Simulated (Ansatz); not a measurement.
An Ansatz input:

```yaml
crystal:
  lattice:
    - [0.0, 3.5432404431, 3.5432404431]
    - [3.5432404431, 0.0, 3.5432404431]
    - [3.5432404431, 3.5432404431, 0.0]
  atoms:
    - { symbol: Ba, position: [0.125, 0.125, 0.125] }
    - { symbol: Ba, position: [0.875, 0.875, 0.875] }
hamiltonian:
  xc: lda
  pseudopotentials:
    kind: paw
    azcp:
      Ba: "pseudopotentials/Ba.paw.azcp"
basis:
  ecutwfc: 420
  fft_grid_basis: typed
kpoints:
  mp_grid: { grid: [9, 9, 9], shift: [0, 0, 0] }
magnetization:
  spin_polarized: false
scf:
  occupations: { method: fermi_dirac, width: 0.1 }
  lower_state_search: "off"
output:
  stress: true
```

Terminal output

```
Warning: the record states the generating functional pbe (its physics header spells it `PBE`), which answers neither for hamiltonian.xc's functional nor for the lda family's — results may be inconsistent (PPs are generated against a specific XC)
Engine: ansatz 0.2.0, x86_64-unknown-linux-gnu
Pseudopotentials: kind: paw
Pseudopotential: Ba, paw, valence charge 10, recommended cutoff 420 eV (normal) 
Functional definition: SPW92
  exchange = slater_x
  correlation = pw_c
Crystal: 2 atoms, lattice volume = 88.968 Å³
Basis set: ecut = 420 eV, 1807 PW (Γ)
Bands: 14, of which v1, the nominal top of the filled ones, is band 10 counted from 1 (9 counted from 0)
Symmetry: 48 space group operations
Space group: Fd-3m (ITA 227), of the structure as read, at distance tolerance 4.5e-5 Å
k-points: 35 of 729
Non-local potential: Ba, projectors of the file, l = 0: 3, l = 1: 2, l = 2: 2, l = 3: 2
PAW form: soft (Blöchl's): semilocal exchange-correlation on the pseudo side does not see the compensation charge
PAW frozen core: Ba, regenerated for the run's functional, and the local potential with it (the file was generated under x = pbe(κ = 0.804, μ = 0.2195149727645171), c = pbe(β = 0.06672455060314922))
PAW one-centre angular grid: Ba, 194 points (default); XC on 64 Gauss nodes
Initial density: superposition of atomic densities (neutral atoms: chi_scale 0, normalization atom), corrected by the library's trained network
Initial wavefunctions: pseudopotential atomic-orbital guess
Functional: x = slater, c = lda
SCF iter   1: F=—  HF=-11557.594288 eV  |F-HF|=—  |Δ(HF+E_count)|=         —  Δρ=5.19e-3  dr2=2.54e-2  ethr=1.77e-3  ⟨swp⟩=8.7  Hψ=3685  notcnv=0
SCF iter   2: F=—  HF=-11557.589992 eV  |F-HF|=—  |Δ(HF+E_count)|=   4.30e-3  Δρ=3.07e-3  dr2=9.58e-3  ethr=1.27e-4  ⟨swp⟩=1.7  Hψ=814  notcnv=0
SCF iter   3: F=—  HF=-11557.588067 eV  |F-HF|=—  |Δ(HF+E_count)|=   1.92e-3  Δρ=3.76e-4  dr2=1.47e-4  ethr=4.79e-5  ⟨swp⟩=3.0  Hψ=879  notcnv=0
SCF iter   4: F=—  HF=-11557.588063 eV  |F-HF|=—  |Δ(HF+E_count)|=   4.30e-6  Δρ=7.87e-5  dr2=7.96e-6  ethr=7.34e-7  ⟨swp⟩=2.2  Hψ=605  notcnv=0
SCF iter   5: F=—  HF=-11557.588063 eV  |F-HF|=—  |Δ(HF+E_count)|=   2.16e-7  Δρ=1.52e-5  dr2=2.19e-7  ethr=3.98e-8  ⟨swp⟩=2.1  Hψ=685  notcnv=0
SCF iter   6: F=-11557.588063 eV  HF=-11557.588063 eV  |F-HF|=1.20e-9  |Δ(HF+E_count)|=   7.36e-8  Δρ=2.22e-6  dr2=6.00e-9  ethr=5.00e-10  ⟨swp⟩=4.6  Hψ=1786  notcnv=0
SCF 1 converged in 6 iterations: F = -11557.588063 eV  dr2 = 6.00e-9
SCF converged after 6 iterations
Free energy (F): -11557.588063 eV
Harris-Foulkes:  -11557.588063 eV  (|F-HF|=1.20e-9)
Internal energy: -11557.525412 eV  (E = F + TS)
E sigma→0 (E₀):  -11557.556737 eV
Entropy (-TS):   -0.062652 eV (-31.326 meV/atom)
Fermi energy:    8.138128 eV
--- Per-component energies (eV) ---
  E_band       = -121.142724
  E_kinetic    = 344.864232
  E_local      = -721.268429  (includes V_loc(G=0)·N_el)
  E_nonlocal   = 121.975561
  E_hartree    = 242.803455
  E_xc         = -335.723227
  E_vxc        = -274.561970  (∫ρ·V_xc dr)
  E_paw        = -10116.151030  (= ΣΔE_a)
  E_vpaw       = -77.757884  (= ΣTr[D̂ρ^β])
  E_aug_tail   = -0.000005  (compensation charges beyond the density's cutoff)
  E_ewald      = -1094.591001
  E_core_change = 0.565031  (= ΣΔE_core)
  E_smearing   = -0.062652  (= −TS)
  E_closure    = 0.000000  (closes the sum)
  Σ components = -11557.588063   (vs F -11557.588063, Δ=0.00e0)
--- Stress (GPa, compression-positive) ---
        2.010532      -0.000000       0.000000
       -0.000000       2.010532       0.000000
       -0.000000       0.000000       2.010532
  P = ⅓ Tr σ = 2.0105 GPa (20.105 kbar)
```
